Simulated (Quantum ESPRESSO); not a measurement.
## Os3Hf2LiAlIn (different elements on one site, starting from this cell)

Simulated, not a measurement. The program is pw.x of Quantum ESPRESSO 7.5 (plane-wave density functional theory). The cell is made up: eight metal atoms on a face-centred cubic lattice, with elements, volume, strain and displacements drawn at random and not relaxed, so it may be unstable or far from any real phase. PseudoDojo standard norm-conserving files set the functional (PBE unless stated); there is no spin polarisation or spin-orbit coupling, the Fermi-Dirac width of 0.25 eV means electrons at about 2900 K, and the masses in the input are unused placeholders. Heavy elements are run without spin-orbit coupling, which real alloys of them have. A spin test at this wide smearing found no moment, but such smearing suppresses magnetism that the real alloy may have.

The runs put different elements on site 4. Cell, positions, cutoff, mesh and smearing stay as in the input of run 1; sites are counted in its order. Stress in the tables is positive in tension.

Input of run 1:

```
&control calculation='scf', pseudo_dir='./dojo.nc.sr.pbe.v0_5.standard.upf', outdir='./o', disk_io='minimal', tprnfor=.true., tstress=.true. /
&system ibrav=0, nat=8, ntyp=5, nbnd=62, ecutwfc=84.00895049, nosym=.true., tot_charge=0,
 occupations='smearing', smearing='fd', degauss=0.0183746611
/
&electrons conv_thr=1.470e-08, electron_maxstep=70, mixing_beta=0.5 /
ATOMIC_SPECIES
Al 1.0 Al.upf
Hf 1.0 Hf.upf
In 1.0 In.upf
Li 1.0 Li.upf
Os 1.0 Os.upf
CELL_PARAMETERS angstrom
0.0066 -2.2102 -2.1998
-0.061 4.4452 -4.4244
8.7069 -0.0741 0.0479
ATOMIC_POSITIONS angstrom
Os 0.0797 0.1157 -0.1462
Hf 4.2921 -0.0734 0.1194
Li 0.0022 2.2583 -2.3433
Al 4.2821 2.1822 -2.1871
Os 2.2707 -0.1006 -2.2795
Hf 6.5704 0.0247 -2.2643
Os 2.1172 2.3025 -4.4793
In 6.5057 2.262 -4.4308
K_POINTS automatic
7 4 3 1 1 1
```

| run | elements on sites 1 to 8 | -TS (eV) | pressure (GPa) | stress xx (GPa) | stress yy (GPa) | stress zz (GPa) | stress yz (GPa) | stress xz (GPa) | stress xy (GPa) | iterations |
| --- | --- | --- | --- | --- | --- | --- | --- | --- | --- | --- |
| 1 | Os Hf Li Al Os Hf Os In | -1.741 | -20.56 | 23.04 | 19.21 | 19.42 | -0.95 | 1.05 | -1.56 | 17 |
| 2 | Os Hf Li Ti Os Hf Os In | -2.108 | -20.31 | 23.54 | 18.52 | 18.86 | 0.33 | 0.09 | -0.82 | 18 |
| 3 | Os Hf Li Au Os Hf Os In | -1.766 | -20.61 | 22.71 | 19.47 | 19.66 | -1.04 | 1.43 | -2.09 | 19 |
| 4 | Os Hf Li Mo Os Hf Os In | -2.015 | -22.92 | 25.77 | 21.21 | 21.77 | 0.12 | 0.77 | -1.35 | 19 |
| 5 | Os Hf Li Li Os Hf Os In | -1.797 | -19.39 | 20.48 | 18.76 | 18.92 | -0.15 | 0.65 | -1.29 | 18 |

Forces Fx Fy Fz (eV/Å):

```
site             run 1             run 2             run 3             run 4              run 5
   1   1.86 0.55 -0.53   1.56 0.44 -0.39   1.90 0.63 -0.60   1.48 0.45 -0.36    1.75 0.59 -0.58
   2  -2.76 0.69 -0.75  -2.57 0.60 -0.59  -2.81 0.38 -0.49  -2.53 0.35 -0.40   -2.77 0.60 -0.63
   3   0.80 0.15 -0.07   0.86 0.15 -0.06   0.79 0.15 -0.06   0.87 0.15 -0.06    0.81 0.15 -0.06
   4  -1.79 -0.46 0.40  -1.58 -0.30 0.28  -0.52 -0.26 0.23  -1.37 -0.30 0.37  -0.76 -0.07 -0.02
   5  -0.37 -0.74 0.89  -0.22 -0.65 0.63  -0.77 -1.04 1.20   0.07 -0.59 0.50   -0.99 -0.99 1.17
   6   0.53 -0.93 0.96   0.61 -0.95 1.01   0.29 -0.81 0.85   0.17 -0.71 0.75    0.97 -1.16 1.19
   7   0.61 0.62 -0.80   0.53 0.63 -0.81   0.18 0.81 -1.02   0.72 0.60 -0.74    0.02 0.76 -0.96
   8   1.12 0.12 -0.11   0.80 0.07 -0.08   0.94 0.14 -0.11   0.58 0.04 -0.06    0.99 0.12 -0.10
```

Energies are left out, as each element's file has its own zero. A rerun of one cell of this series at a higher cutoff and on a denser mesh moved values by no more than 0.006 eV in energy, 0.05 GPa in stress and 0.010 eV/Å in force, and a second program with other atomic files agreed on that cell to 2 % rms in force and 0.5 GPa in pressure.